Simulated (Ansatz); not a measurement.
CdSe (zinc blende)

```yaml
crystal:
  lattice:
    - [0.00000, 3.06683, 3.06683]
    - [3.06683, 0.00000, 3.06683]
    - [3.06683, 3.06683, 0.00000]
  atoms:
    - { symbol: Se, position: [0.25000, 0.25000, 0.25000] }
    - { symbol: Cd, position: [0.00000, 0.00000, 0.00000] }
```

The slice is a {111} plane (indices of the conventional cell) through the point (0.000, 0.000, 0.000) (fractional), spanned by u = [100] and v = [-1 2 0] in vectors of this cell: u (4.34 Å) and v (7.51 Å, at 90° to u). It covers one period; positions are fractions (u, v).

Calculation: r2SCAN (plane waves to 500 eV, PAW, scalar-relativistic; Ansatz, an electronic-structure program). k mesh 9×9×9. Near the nuclei the fields are pseudised (PAW); where an atom keeps semicore shells as valence, they peak there. CdSe was relaxed with its symmetry unable to fall.

Problem. Sketch the valence electron density on this plane as a map.

Solution. 
```tsv
v \ u	0.00	0.12	0.25	0.38	0.50	0.62	0.75	0.88
0.86	-0.4	-0.6	-1.1	-1.6	-1.8	-1.6	-1.1	-0.6
0.71	-0.2	-0.4	-0.8	-1.2	-1.3	-1.2	-0.8	-0.4
0.57	-0.4	-0.5	-0.5	0.4	0.9	0.4	-0.5	-0.5
0.43	-1.5	-1.3	-0.7	0.4	0.9	0.4	-0.7	-1.3
0.29	-1.8	-1.5	-1.1	-0.7	-0.5	-0.7	-1.1	-1.5
0.14	-0.4	-0.6	-0.6	-0.3	-0.2	-0.3	-0.6	-0.6
0.00	1.4	0.9	-0.4	-0.9	-0.9	-0.9	-0.4	0.9
```

Values: log₁₀ of the valence density in e/Å³. The scale is logarithmic, as a density can span decades between atoms and voids.
